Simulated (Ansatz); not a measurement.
Cells of relaxed bulk SiNi3 (Pm-3m, 10.78 Å³/atom, gap on the mesh 0.00 eV) whose upper half is shifted onto another sublattice; atoms and the cell's height are relaxed. Energies are the mean of the cell's two boundaries over the bulk on a matched mesh.

Level of theory: DFT PBE, scalar-relativistic, plane waves, PAW in Ansatz 0.2.0.

Cutoff 420 eV, Gaussian smearing of 0.10 eV, energies at zero smearing, symmetry of each start kept, no spin polarisation.

```json
{"start": "(110), shift by [0.5, 0.5, 0] of the cube", "atoms": "32", "k mesh": "10×8×2", "boundary energy (mJ/m²)": "685", "boundary energy on a denser mesh (mJ/m²)": "686", "excess width (Å)": "0.05", "gap on the mesh (eV)": "0", "denser mesh": "16×12×4"}
{"start": "(110), shift by [0.5, 0, 0.5] of the cube", "atoms": "32", "k mesh": "10×8×2", "boundary energy (mJ/m²)": "524", "boundary energy on a denser mesh (mJ/m²)": "523", "excess width (Å)": "0.02", "gap on the mesh (eV)": "0", "denser mesh": "16×12×4"}
```

Spin polarisation was left out, and a magnetic state may lie lower.

Small energy differences in metals hang on the k mesh (about 10 mJ/m² or 1 to 2 meV/atom on the mesh of the relaxation).

Cost: 2 runs of about 60 core-minutes in all, on Intel Xeon 6975P-C (Granite Rapids) (shared hosts).